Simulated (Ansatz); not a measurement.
How much do the gradients of WS2 with Mn replacing W depend on the method?

Cell: a supercell of WS2 (space group P6_3/mmc) built from an entry of the Crystallography Open Database (COD), with the ions relaxed around the defect (PBE).

```yaml
crystal:
  lattice:
    - [6.36000, 0.00000, 0.00000]
    - [-3.18000, 5.50792, 0.00000]
    - [0.00000, 0.00000, 12.50000]
  atoms:
    - { symbol: Mn, position: [0.17431, 0.34716, 0.25000] }
    - { symbol: W, position: [0.16348, 0.82829, 0.25000] }
    - { symbol: W, position: [0.66734, 0.33324, 0.25000] }
    - { symbol: W, position: [0.66589, 0.82822, 0.25000] }
    - { symbol: W, position: [0.33396, 0.16707, 0.75000] }
    - { symbol: W, position: [0.33396, 0.66691, 0.75000] }
    - { symbol: W, position: [0.83411, 0.16706, 0.75000] }
    - { symbol: W, position: [0.83394, 0.66687, 0.75000] }
    - { symbol: S, position: [0.16735, 0.33369, 0.62451] }
    - { symbol: S, position: [0.16744, 0.83377, 0.62442] }
    - { symbol: S, position: [0.66719, 0.33337, 0.62438] }
    - { symbol: S, position: [0.66734, 0.83376, 0.62442] }
    - { symbol: S, position: [0.32463, 0.17385, 0.13060] }
    - { symbol: S, position: [0.33081, 0.66053, 0.12757] }
    - { symbol: S, position: [0.85040, 0.17371, 0.13055] }
    - { symbol: S, position: [0.83186, 0.66259, 0.12405] }
    - { symbol: S, position: [0.16735, 0.33369, 0.87549] }
    - { symbol: S, position: [0.16744, 0.83377, 0.87558] }
    - { symbol: S, position: [0.66719, 0.33337, 0.87562] }
    - { symbol: S, position: [0.66734, 0.83376, 0.87558] }
    - { symbol: S, position: [0.32463, 0.17385, 0.36940] }
    - { symbol: S, position: [0.33081, 0.66053, 0.37243] }
    - { symbol: S, position: [0.85040, 0.17371, 0.36945] }
    - { symbol: S, position: [0.83186, 0.66259, 0.37595] }
```

Sites (sets of like atoms) are named by element and the number of their first atom in this list.

First run. The numbers come from a DFT calculation in Ansatz (PBE, plane waves and PAW, scalar-relativistic, collinear spin, 420 eV cutoff, Γ-centred 4×4×2 k-points, Fermi–Dirac smearing 0.01 eV). Start moments as typed (μB): 3 on each Mn, none on the rest.

| site | atom | V_zz (10²¹ V/m²) | η | m (μB) |
| --- | --- | --- | --- | --- |
| Mn | 1 | 1.56 | 0.41 | 1.05 |
| W2 | 2 | -19.44 | 0.27 | 0.01 |
| W4 | 4 | -19.45 | 0.27 | 0.01 |
| W3 | 3 | -21.3 | 0.01 | 0.03 |
| W5 | 5 | -17.60 | 0.01 | 0.00 |
| W6 | 6 | -17.54 | 0.01 | 0.00 |
| W8 | 8 | -17.22 | 0.00 | 0.00 |
| S9 | 9 | -4.65 | 0.00 | 0.00 |
| S10 | 10 | -4.53 | 0.00 | 0.00 |
| S11 | 11 | -4.53 | 0.00 | 0.00 |
| S13 | 13 | -5.80 | 0.88 | -0.01 |
| S14 | 14 | -5.91 | 0.71 | -0.02 |
| S15 | 15 | -5.79 | 0.89 | -0.01 |
| S16 | 16 | -4.80 | 0.16 | -0.01 |

Second run. The same atoms and settings, except that a Hubbard term is added (U = 3.9 eV on Mn d).

Question: Given the first result, estimate the second.

Answer: 

| site | atom | V_zz | η | change of V_zz | m (μB) |
| --- | --- | --- | --- | --- | --- |
| Mn | 1 | -1.87 | 0.00 | – | 3.15 |
| W2 | 2 | -17.43 | 0.33 | +2.01 | -0.14 |
| W4 | 4 | -17.45 | 0.33 | +2.00 | -0.14 |
| W3 | 3 | -19.35 | 0.17 | +1.91 | -0.12 |
| W5 | 5 | -17.45 | 0.00 | +0.15 | 0.00 |
| W6 | 6 | -17.39 | 0.01 | +0.15 | 0.00 |
| W8 | 8 | -17.08 | 0.00 | +0.14 | 0.00 |
| S9 | 9 | -4.60 | 0.00 | +0.05 | 0.00 |
| S10 | 10 | -4.46 | 0.00 | +0.07 | 0.00 |
| S11 | 11 | -4.47 | 0.00 | +0.06 | 0.00 |
| S13 | 13 | -5.27 | 0.60 | +0.53 | -0.10 |
| S14 | 14 | -4.94 | 0.40 | +0.97 | -0.08 |
| S15 | 15 | -5.26 | 0.60 | +0.53 | -0.10 |
| S16 | 16 | -4.68 | 0.11 | +0.12 | -0.02 |

The largest change of V_zz along a kept axis is on W2, from -19.44 to -17.43. In per cent, |V_zz| changes by -10 to -1 on W, -16 to -1 on S (all sites that start above 2). Where |V_zz| stays above 0.1 and the axes keep their order, η moves most on S14, from 0.71 to 0.40. On Mn the largest principal value lies along another axis in the second run, so the two V_zz can't be compared directly. The absolute magnetisation of the cell goes from 1.6 to 5.1 μB.

The defect repeats with the cell of 24 atoms, so it feels its images: sites between two images don't show the values beside a lone defect, and zeros or small values of η there can come from the images' arrangement. S and W carry a gradient in the pure host already, so the values there aren't the defect's effect alone. The defect cell has no gap above 0.1 eV on its mesh, so the values can hang on the smearing and the k-mesh. Without spin–orbit coupling the gradients at and beside W can be off by some per cent, at some sites by far more.
For the first run: The centre was started off its lattice site, so that it could distort. The run lost most of its start moments on Mn; a state with other moments may lie lower.
